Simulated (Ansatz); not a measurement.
InP (zinc blende), relaxed with LDA (Ansatz, an electronic-structure program, plane waves, PAW): a = b = c = 5.826 Å, α = β = γ = 90.00°.

| Property | Value |
|---|---|
| gap (eV) | 0.58 |
| ΔH_f (eV/atom) | -0.21 |
| B₀ by P(V) fit (GPa) | 71.2 |
| K_Hill (GPa) | 71.3 |
| G_Hill (GPa) | 34.0 |
| highest Γ mode, no LO–TO term (cm⁻¹) | 304 |
| electron conductivity mass (mₑ) | 0.046 |
| Θ_D (K) | 301 |

Q: The same phase is relaxed and computed with r²SCAN in the same code. What are the cell and these values now?

A: a = b = c = 5.907 Å, α = β = γ = 90.00°.

- gap (eV): 1.02
- ΔH_f (eV/atom): -0.38
- B₀ by P(V) fit (GPa): 68.2
- K_Hill (GPa): 68.4
- G_Hill (GPa): 34.3
- highest Γ mode, no LO–TO term (cm⁻¹): 296
- electron conductivity mass (mₑ): 0.073
- Θ_D (K): 304

All cells were relaxed under the symmetry of their starts (and spin orders); stability against distortions was not tested throughout. Scalar-relativistic: spin–orbit coupling is off unless named, which matters more the heavier the elements.

Potentials: the earlier of the program's two PAW sets.

Ansatz is a plane-wave DFT program.

Formation energies count from the lowest solids of the elements computed at the same level, not from gases.
